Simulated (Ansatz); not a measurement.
Relaxed MgB2 (AlB2 type, space group P6/mmm):

```
MgB2
1.0
    3.06322     0.00000     0.00000
   -1.53161     2.65283     0.00000
    0.00000     0.00000     3.49987
Mg B
1 2
Direct
  0.00000   0.00000   0.00000
  0.33333   0.66667   0.50000
  0.66667   0.33333   0.50000
```

All values below come from PBEsol (plane waves to 420 eV, PAW, scalar-relativistic; Ansatz, a first-principles code). k mesh 14×14×11 (Γ-centred), Fermi-Dirac smearing 0.05 eV. With partly filled bands, energies and forces of such displacements shift with the k mesh and the smearing. MgB2 was relaxed with its symmetry unable to fall.

One atom of the cell was then moved (with its periodic images), all else fixed, and the forces (eV/Å) came out as:

| atom | Fx | Fy | Fz |
|---|---|---|---|
| Mg1 | 0.000 | 0.000 | 1.044 |
| B2 | 0.000 | 0.000 | 2.083 |
| B3 | 0.000 | 0.000 | -3.127 |

### Question
Which atom was moved, and by which vector (Å)?

### Answer
B3, by (0.00, 0.00, 0.28), 0.28 Å in all.

(A displaced cell: forces are minus the slopes of the energy, force constants its curvatures, and phonons follow from these.)
